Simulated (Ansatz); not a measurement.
Values for one crystal, relaxed and computed with PBE (plane waves, PAW; program Ansatz); other levels are named.

| Property | Value |
|---|---|
| Volume per atom | 10.52 Å³ |
| Electronic character | metallic (no gap) |
| Formation energy from the elements (no fitted shifts) | -0.15 eV/atom |
| Bulk modulus (Birch–Murnaghan fit) | 381 GPa |
| Pressure derivative B′ | 4.3 |
| Density of states at the Fermi level | 0.14 states/eV per atom (mean over ±0.08 eV) |

Problem. Pick the material that matches.
(A) TiB2, P6/mmm (Ti on 1a, B on 2d)
(B) NbAs, P-6m2 (Nb on 1a, As on 1f)
(C) WSe2, Pnnm (W on 2a, Se on 4g)
(D) WC, P-6m2 (W on 1a, C on 1f)

Solution. D, WC, P-6m2 (W on 1a, C on 1f)

Symmetry was held in the PBE relaxation. No spin polarisation was allowed. The references are the lowest solids computed at this level, not always the standard phases. Spin–orbit coupling is left out wherever it is not named.

Potentials: the later of the program's two PAW sets.
